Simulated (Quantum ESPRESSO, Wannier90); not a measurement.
## NbAs (I4₁md): Wannier90 run

```xyz
4
Lattice="0.0000 -3.4665 0.0000 3.4665 0.0000 0.0000 -1.7333 1.7333 5.9050" Properties=species:S:1:pos:R:3 pbc="T T T"
Nb     1.7333    -1.7333    -0.0033
Nb    -1.7333     0.0000     2.9492
As     0.0000     0.0000    -0.9769
As     0.0000     1.7333     1.9756
```

Structure: Materials Project mp-2059, symmetrised, not relaxed again. COD (Crystallography Open Database) has an entry of this formula and space group (matched by these alone). Level: PBEsol, spinors with spin-orbit coupling; pw.x of Quantum ESPRESSO at 68 Ry with PseudoDojo potentials, 4×4×4 k-points, Wannier90. Density: 10×10×10 mesh, cold smearing 0.01 Ry.

A tight-binding model is made by disentanglement and projection with no localisation steps (num_iter = 0), so the 52 orbitals stay atom-like: hydrogen-like Nb: s;p;d; As: s;p, axes along x, y, z; frozen window up to 1.50 eV relative to the Fermi level. It follows pw.x to 15 meV rms for states up to 1.0 eV relative to the Fermi level. Matrix elements depend on this choice of orbitals and windows.

### Question
What are the on-site energies relative to the Fermi level, and how fast do the hoppings decay?

### Answer
```json
[
 {"atom": "Nb1", "orbitals": "s↑ s↓", "energy (eV)": "5.24"},
 {"atom": "Nb1", "orbitals": "pz↑ pz↓", "energy (eV)": "9.40"},
 {"atom": "Nb1", "orbitals": "px↑ px↓", "energy (eV)": "9.95"},
 {"atom": "Nb1", "orbitals": "py↑ py↓", "energy (eV)": "9.42"},
 {"atom": "Nb1", "orbitals": "dz2↑ dz2↓", "energy (eV)": "0.74"},
 {"atom": "Nb1", "orbitals": "dxz↑ dxz↓", "energy (eV)": "0.79"},
 {"atom": "Nb1", "orbitals": "dyz↑ dyz↓ dxy↑ dxy↓", "energy (eV)": "0.81"},
 {"atom": "Nb1", "orbitals": "dx2-y2↑ dx2-y2↓", "energy (eV)": "0.61"},
 {"atom": "Nb2", "orbitals": "s↑ s↓", "energy (eV)": "5.24"},
 {"atom": "Nb2", "orbitals": "pz↑ pz↓", "energy (eV)": "9.40"},
 {"atom": "Nb2", "orbitals": "px↑ px↓", "energy (eV)": "9.42"},
 {"atom": "Nb2", "orbitals": "py↑ py↓", "energy (eV)": "9.95"},
 {"atom": "Nb2", "orbitals": "dz2↑ dz2↓", "energy (eV)": "0.74"},
 {"atom": "Nb2", "orbitals": "dxz↑ dxz↓ dxy↑ dxy↓", "energy (eV)": "0.81"},
 {"atom": "Nb2", "orbitals": "dyz↑ dyz↓", "energy (eV)": "0.79"},
 {"atom": "Nb2", "orbitals": "dx2-y2↑ dx2-y2↓", "energy (eV)": "0.61"},
 {"atom": "As3", "orbitals": "s↑ s↓", "energy (eV)": "-7.98"},
 {"atom": "As3", "orbitals": "pz↑ pz↓", "energy (eV)": "1.18"},
 {"atom": "As3", "orbitals": "px↑ px↓", "energy (eV)": "1.35"},
 {"atom": "As3", "orbitals": "py↑ py↓", "energy (eV)": "1.83"},
 {"atom": "As4", "orbitals": "s↑ s↓", "energy (eV)": "-7.98"},
 {"atom": "As4", "orbitals": "pz↑ pz↓", "energy (eV)": "1.18"},
 {"atom": "As4", "orbitals": "px↑ px↓", "energy (eV)": "1.83"},
 {"atom": "As4", "orbitals": "py↑ py↓", "energy (eV)": "1.35"}
]
```

```
distance of the centres (Å)  largest modulus (eV)
---------------------------  --------------------
2–3                                           1.6
3–4                                           1.4
4–5                                          0.37
5–6                                          0.17
```
